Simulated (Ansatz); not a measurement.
## Sn: energy along a strain

Sn, I4/mmm, a = 3.182 Å, c = 5.831 Å (as given, not relaxed at this level: -4.1 GPa). This isn't the element's structure at ambient conditions. Ansatz: PBEsol, PAW, 420 eV, Γ-centred 20×20×20 mesh on 1 atom, Gaussian smearing 0.15 eV; no spin polarisation. Cell vectors (Å): -1.591 1.591 2.916; 1.591 -1.591 2.916; 1.591 1.591 -2.916. The cell is strained by x per cent times the pattern (0 0 0 0 0 1) in the order xx yy zz yz xz xy (engineering shears), with fractional coordinates held. y is the free energy over the start, V0 = 29.512 Å³/atom. Symmetry makes y even in x.

| x (%) | y (meV/atom) |
| --- | --- |
| -4.00 | -0.22 |
| -2.00 | -0.06 |
| 0.00 | 0.00 |
| 0.50 | 0.00 |
| 1.00 | -0.01 |
| 1.50 | -0.03 |
| 2.50 | -0.09 |
| 3.00 | -0.13 |
| 3.50 | ? |

Task: Fit y = c2 x² + c4 x⁴ to the other rows, get the stiffness along the pattern, and predict the missing energy.

Result: Least squares on the rows shown. y = −0.01484 x² + 6.616×10⁻⁵ x⁴. The clamped-ion stiffness p·C·p = 2 × -0.1484 eV × 160.2 / 29.512 Å³ = -1.6 GPa, which is C66 in these axes (second derivative at the start, which stands under stress). With a term in x⁶ added, the coefficient of x² becomes -0.01330, 10 % less, which shows how far this figure hangs on the form. At x = 3.50 the fit asked for gives -0.17 meV/atom. The run gave -0.17 meV/atom, the same to the digits shown.